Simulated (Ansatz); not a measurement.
TiAl:
```
TiAl
1.0
    2.84931     0.00000     0.00000
   -1.42465     2.46757     0.00000
    0.00000     0.00000     4.61647
Ti Al
1 1
Cartesian
  0.00000   0.00000   0.00000
  0.00000   1.64505   2.30824
```

Relaxed with PBEsol. Special points in fractions of this cell's reciprocal vectors: Γ (0.000, 0.000, 0.000); M (0.500, 0.000, 0.000); K (0.333, 0.333, 0.000); A (0.000, 0.000, 0.500); L (0.500, 0.000, 0.500); H (0.333, 0.333, 0.500).

Q: List the band energies nearest the Fermi level at these points for PBEsol (plane waves, PAW; program Ansatz).

A: In eV from the Fermi level; about four levels below and three above (degenerate sets whole), none deeper than 8.9 eV; points with the same levels are listed once.

```csv
k,below,above
Γ,-2.30 -1.77,1.31 1.31 2.84 2.84
M,-3.76 -2.82 -1.58 -1.01,2.14 4.08 4.23
K,-1.73 -1.70 -0.56 -0.03,2.00 2.90 4.26
A,-8.08 -5.30 -0.41,1.32 1.32 2.76 2.76
L,-3.72 -2.40 -1.87,0.57 0.99 1.93
H,-2.06 -1.97 -0.67 -0.63,0.00 1.28 3.41
```

Space group P-6m2. The first step of the workflow began from a Materials Project structure, measured or hypothetical; the Crystallography Open Database copy checked does not list it. With Ti and Al taken as one species the cell has the higher symmetry P6_3/mmc, so it may be an ordered model of a mixed-site phase. It is not the phase usual at ambient conditions (space group No. 123). The PBEsol relaxation kept the symmetry of its start; whether a distortion lowers the energy is not shown. The run is not spin-polarised.

Potentials: the earlier of the program's two PAW sets. The files were generated under PBE; for other functionals the program regenerates the frozen cores, and for LDA and PBEsol the local potential too.
